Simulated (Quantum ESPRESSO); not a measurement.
## Kohn-Sham bands of Ba$_{2}$ZnN$_{2}$ (I4/mmm)

```yaml
crystal:
  lattice:
    - [0.00000, -4.19675, 0.00000]
    - [4.19675, 0.00000, 0.00000]
    - [-2.09837, 2.09837, 6.49187]
  atoms:
    - { symbol: Ba, position: [0.65472, 0.65472, 0.30944] }
    - { symbol: Ba, position: [0.34528, 0.34528, 0.69056] }
    - { symbol: Zn, position: [0.00000, 0.00000, 0.00000] }
    - { symbol: N, position: [0.85929, 0.85929, 0.71858] }
    - { symbol: N, position: [0.14071, 0.14071, 0.28142] }
```

Cell from Materials Project (mp-9307), symmetrised, no further relaxation. COD (Crystallography Open Database) has an entry of this formula and space group (matched by these alone). Computed values, not measurements, from LDA: Quantum ESPRESSO (norm-conserving PseudoDojo potentials, cutoff 68 Ry, no spin polarisation, no spin-orbit coupling) on a Γ-centred 4×4×4 mesh, then Wannier90. Density: 8×8×8 mesh, Gaussian smearing 0.01 Ry. Spin-orbit coupling is left out although heavy elements are present.

Energies are relative to the valence-band maximum; weights are on the orthonormalised atomic waves of the pseudopotential files, averaged over the group. 50 electrons a cell are treated as valence.

Q: Into which isolated groups do the bands fall, where do they lie and what are they made of?

A: 
| bands | from (eV) | to (eV) | filling | weight on atomic waves |
|---|---|---|---|---|
| 1 | -124.95 | -124.95 | filled | Zn 3s 99 % |
| 2–4 | -79.56 | -79.53 | filled | Zn 3p 100 % |
| 5–6 | -27.01 | -26.81 | filled | Ba 5s 97 % |
| 7–14 | -13.87 | -10.54 | filled | Ba 5p 73 %, N 2s 20 % |
| 15–19 | -6.81 | -6.52 | filled | Zn 3d 94 % |
| 20 | -4.06 | -2.82 | filled | N 2p 45 %, Zn 4s 33 %, N 2s 8 % |
| 21–25 | -2.61 | 0.00 | filled | N 2p 81 %, Ba 6s 5 % |

The Kohn-Sham gap over both meshes and the path is 0.47 eV.
